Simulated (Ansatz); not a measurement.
Zn3InGaO6:
```
Zn3InGaO6
1.0
    1.64400     0.94916    13.79776
   -1.64400     0.94916    13.79776
    0.00000    -1.89833    13.79776
Zn In Ga O
3 1 1 6
Direct
  0.26111   0.26111   0.26111
  0.74138   0.74138   0.74138
  0.86566   0.86566   0.86566
  0.00124   0.00124   0.00124
  0.13688   0.13688   0.13688
  0.91328   0.91328   0.91328
  0.08949   0.08949   0.08949
  0.18452   0.18452   0.18452
  0.80376   0.80376   0.80376
  0.69420   0.69420   0.69420
  0.30851   0.30851   0.30851
```

Plane-wave PAW r²SCAN (Ansatz code) gives a gap of 1.56 eV without spin–orbit coupling, maximum at Γ, minimum at Γ.

Question: What happens when spin–orbit coupling is switched on?

Answer: The gap decreases by 0.02 eV, to 1.54 eV; maximum at Γ, minimum at Γ.

Question: Give the electron effective mass with spin–orbit coupling.

Answer: 0.22 mₑ (isotropic).

Question: Give the hole effective mass with spin–orbit coupling.

Answer: 0.73 along x (mₑ).

Space group R3m. The first step of the workflow began from a Materials Project structure, measured or hypothetical; the Crystallography Open Database copy checked does not list it. Whether it is the stable phase at ambient conditions was not checked. The r²SCAN relaxation kept the symmetry of its start; its stability against distortions is not shown here.

Potentials: the later of the program's two PAW sets.
